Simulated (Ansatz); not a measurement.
AlCo:
```
CELL_PARAMETERS angstrom
      2.85198     0.00000     0.00000
      0.00000     2.85198     0.00000
      0.00000     0.00000     2.85198
ATOMIC_POSITIONS crystal
  Al 0.00000 0.00000 0.00000
  Co 0.50000 0.50000 0.50000
```

Relaxed with PBE.

Question: List the phonon frequencies at the special points (DFPT on a 5×5×5 q-mesh, Fourier-interpolated; plane-wave PAW PBE (Ansatz code)).

Answer: In cm⁻¹; no LO–TO term at Γ, as the run had none.

```tsv
q	frequencies
Γ	0 0 0 326 326 326
X	203 203 252 286 286 403
M	185 185 231 278 383 383
R	242 242 242 357 357 357
```

Space group Pm-3m (CsCl type). The PBE relaxation kept the symmetry of its start; phonons on a q-mesh show no instability. No spin polarisation was allowed. As this level gives no gap, phonon frequencies hold no LO–TO term and depend on the k-mesh and smearing (Fermi–Dirac, 0.1 eV here).

Potentials: the later of the program's two PAW sets.
